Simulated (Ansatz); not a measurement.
LaN:
```yaml
crystal:
  lattice:
    - [4.15665, 0.00000, 0.00000]
    - [-2.07832, 3.59976, 0.00000]
    - [0.00000, 0.00000, 5.85871]
  atoms:
    - { symbol: La, position: [0.33333, 0.66667, 0.99471] }
    - { symbol: La, position: [0.66667, 0.33333, 0.49471] }
    - { symbol: N, position: [0.33333, 0.66667, 0.41529] }
    - { symbol: N, position: [0.66667, 0.33333, 0.91529] }
```

Relaxed with r²SCAN. 

### Question
HSE06 on this cell (Ansatz, a first-principles code, PAW) gives a gap of 2.15 eV. What does r²SCAN give?

### Answer
1.44 eV.

Cost on shared cores: the r²SCAN run (SCF on a 8×8×5 mesh, then bands and DOS) about 60 core-seconds (a rough figure), the HSE06 run (SCF on 6×6×4, then a few points) very roughly 4 core-minutes; the tasks are unlike.

Space group P6_3mc. The first step of the workflow began from a Materials Project structure, measured or hypothetical; the Crystallography Open Database copy checked does not list it. COD files the formula under space group No. 225. Its standing as an ambient phase is unchecked. The r²SCAN relaxation kept the symmetry of its start; whether a distortion lowers the energy is not shown. Spin–orbit coupling is left out wherever it is not named.

Potentials: the later of the program's two PAW sets.

Ansatz is a plane-wave DFT program.
